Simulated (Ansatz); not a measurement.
One stationary structure of TiAl. Space group P4/mmm (No. 123), AFLOW prototype AB_tP2_123_a_d (L1_0, as in CuAu). Method: PBE (plane waves to 420 eV, PAW, scalar-relativistic; Ansatz, a quantum-chemistry and plane-wave program).

Space group P4/mmm (No. 123); a = b = 2.8241 Å, c = 4.0706 Å, α = β = γ = 90.00°

```tsv
atom	site	symmetry	x	y	z
Al	1d	4/mmm	0.5000	0.5000	0.5000
Ti	1a	4/mmm	0.0000	0.0000	0.0000
```

```json
{
  "volume_per_atom": "16.23 Å³",
  "band_gap": "no gap (metallic)",
  "shortest_distances": "Al–Al 2.82 Å; Ti–Ti 2.82 Å; Al–Ti 2.85 Å",
  "k-mesh": "16×16×12"
}
```

Band energies at high-symmetry points (eV from the Fermi level; labels of this space group; no spin-orbit coupling), from −5 eV up to 3.5 eV:

```csv
point,energies
Γ,-1.86 -0.85 -0.36 2.16 2.16 3.30
X,-4.56 -4.52 -1.70 -0.25 1.74 2.52
M,-3.18 -0.46 -0.46 -0.40 -0.21 -0.21
Z,-0.68 0.64 1.81 1.81 3.31
R,-4.91 -2.93 -1.20 -1.15 1.37 1.79 2.29
A,-2.51 -2.25 -2.25 1.76 2.13 2.70
```

No spin polarisation in the result.

The run could not lose the symmetry of its start; a randomly shaken copy of 2 atoms returns to this structure.

All atoms sit on sites fixed by symmetry, so only the cell could relax.
